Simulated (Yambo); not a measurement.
Quantum ESPRESSO input (LDA, PseudoDojo standard norm-conserving files, scalar-relativistic) whose wavefunctions are converted with p2y:

```
&CONTROL
  calculation = 'nscf'
  pseudo_dir = './pseudo'
  outdir = './out'
/
&SYSTEM
  ibrav = 0
  nat = 9
  ntyp = 4
  ecutwfc = 88.0
  ecutrho = 352.0
  occupations = 'fixed'
  force_symmorphic = .true.
  nbnd = 174
/
&ELECTRONS
  conv_thr = 9.000000000000001e-09
  diago_full_acc = .true.
  diago_thr_init = 1e-08
/
ATOMIC_SPECIES
H 1.0080 H.upf
Na 22.9898 Na.upf
Ba 137.3270 Ba.upf
Ir 192.2170 Ir.upf
CELL_PARAMETERS angstrom
  0.000000000000   3.922550000000   3.922550000000
  3.922550000000   0.000000000000   3.922550000000
  3.922550000000   3.922550000000   0.000000000000
ATOMIC_POSITIONS crystal
H   0.784970000000   0.215030000000   0.215030000000
H   0.784970000000   0.784970000000   0.215030000000
H   0.215030000000   0.784970000000   0.784970000000
H   0.215030000000   0.215030000000   0.784970000000
H   0.215030000000   0.784970000000   0.215030000000
H   0.784970000000   0.215030000000   0.784970000000
Na   0.750000000000   0.750000000000   0.750000000000
Ba   0.250000000000   0.250000000000   0.250000000000
Ir   0.000000000000   0.000000000000   0.000000000000
K_POINTS automatic
1 1 1 0 0 0
```

Yambo's initialisation report on symmetry, reciprocal space, the k grid and the gaps on this mesh:

```
  [02.02] Symmetries
  ==================

  Inversion symmetry    : yes
  Spatial inversion     : no
  Inversion index       :  25
  K-space Time-reversal : yes
  Magnetic symmetries   : no
  Time-reversal derived K-space symmetries:   25   48
  Group table correct   : yes
  Symmetries units      :  [cc]

  [02.03] Reciprocal space
  ========================

  nG shells         :   655
  nG charge         :   90777
  nG WFs            :  11311
  nC WFs            :  11311
  G-vecs. in first 65 shells:  [ Number ]
     1    9   15   27   51   59   65   89  113
    137   169   181   229   259   283   307   331   339
    387   411   459   531   537   561   609   645   701
    725   749   821   869   893   941   965  1037  1067
   1139  1211  1243  1291  1363  1411  1459  1471  1591
   1639  1687  1759  1807  1837  1893  1917  1989  2085
   2109  2133  2229  2277  2397  2421  2445  2565  2637
   2685  2733
  ...
  Shell energy in first 65 shells:  [ mHa ]
    0.00000      269.436      359.249      718.497      987.934      1077.75      1436.99      1706.43      1796.24
    2155.49      2424.93      2873.99      3143.42      3233.24      3592.49      3861.92      3951.73      4310.98
    4580.42      4670.23      5029.48      5298.92      5747.98      6017.41      6107.23      6466.47      6735.91
    6825.72      7184.97      7454.41      7544.22      7903.47      8172.90      8621.97      8891.40      8981.21
    9340.46      9609.90      9699.71      10328.4      10418.2      10777.5      11046.9      11496.0      11765.4
    11855.2      12214.5      12483.9      12573.7      12932.9      13202.4      13292.2      13651.4      13920.9
    14369.9      14639.4      14729.2      15088.4      15357.9      15447.7      15806.9      16076.4      16166.2
    16525.4      16794.9
  ...

  [02.04] K-grid lattice
  ======================

  Compatible Grid is   : 0D
  K lattice UC volume  :  0.304514 [a.u.]

  IBZ K-points                                      :  1
  BZ  K-points                                      :  1

  K/Q-points units:
  rlu = crystal or reduced units; cc = cartesian coordinates; iku = interal k-units

  K [1]          [rlu]:  0.000000  0.000000  0.000000
         WF components:  11311

  [02.05] Energies & Occupations
  ==============================

  [X] === General ===
  [X] Electronic Temperature                        :  0.000000  0.000000 [eV K]
  [X] Bosonic    Temperature                        :  0.000000  0.000000 [eV K]
  [X] Finite Temperature mode                       : no
  [X] El. density                                   :  0.34795E+24 [cm-3]
  [X] Fermi Level                                   :  3.883692 [eV]

  [X] === Gaps and Widths ===
  [X] Conduction Band Min                           :  4.285670 [eV]
  [X] Valence Band Max                              :  0.000000 [eV]
  [X] Filled Bands                                  :  21
  [X] Empty Bands                                   :   22  174
  [X] Direct Gap                                    :  4.285670 [eV]
  [X] Direct Gap localized at k                     :  1
```
The gaps are LDA values on this mesh alone; only operations without fractional translations are kept.

Spin-orbit coupling is not included.

Geometry of the Materials Project entry, not relaxed at this level.
